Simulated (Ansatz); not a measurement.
The elements of this relaxed trial crystal are hidden behind letters.

```
lattice vectors (Å)
   4.6237    0.0000    0.0000
   0.0000    4.6237    0.0000
   0.0000    0.0000    4.6237
fractional positions
X 0.0000 0.5000 0.5000
X 0.5000 0.0000 0.5000
X 0.5000 0.5000 0.0000
X 0.5000 0.5000 0.5000
Z 0.5000 0.0000 0.0000
Z 0.0000 0.5000 0.0000
Z 0.0000 0.0000 0.5000
```

Level of theory: DFT PBE, scalar-relativistic, plane waves, PAW (Ansatz 0.2.0). Settings of the last relaxation (7-atom cell): 420 eV, 8×8×8 k points, Gaussian smearing of 0.10 eV, no spin polarisation.

- Space group: Pm-3m (No. 221)
- Conventional cell: a = 4.624 Å
- Volume per atom: 14.12 Å³
- Density: 5.49 g/cm³
- Energy over the elements: −0.09 eV/atom
- Gap on the 8×8×8 mesh of the 7-atom cell: 0 eV (a metal)

Energies are uncorrected and count from the elements' standard states at the same level.

Question: X is a p-block element of period 4 and Z is a p-block element of period 2. Which elements are they?

Answer: X = Ga, Z = O, so the formula is Ga4O3. Density times volume gives a mean mass of 5.49 × 14.12/1.6605 = 46.7 u per atom, and this set has 46.7 u. Around Ga on a site of symmetry 4/mmm lie 2 Ga at 2.31 Å and 4 O at 2.31 Å; Ga on a site of symmetry m-3m is surrounded by 6 Ga at 2.31 Å; O is surrounded by 4 Ga at 2.31 Å. Other sets within the hints have nearly the same mass, so mass alone doesn't settle it; this one was computed.

The cell is a metal run without spin; a magnetic state may lie lower. A structure relaxed within its symmetry needn't be a true minimum.
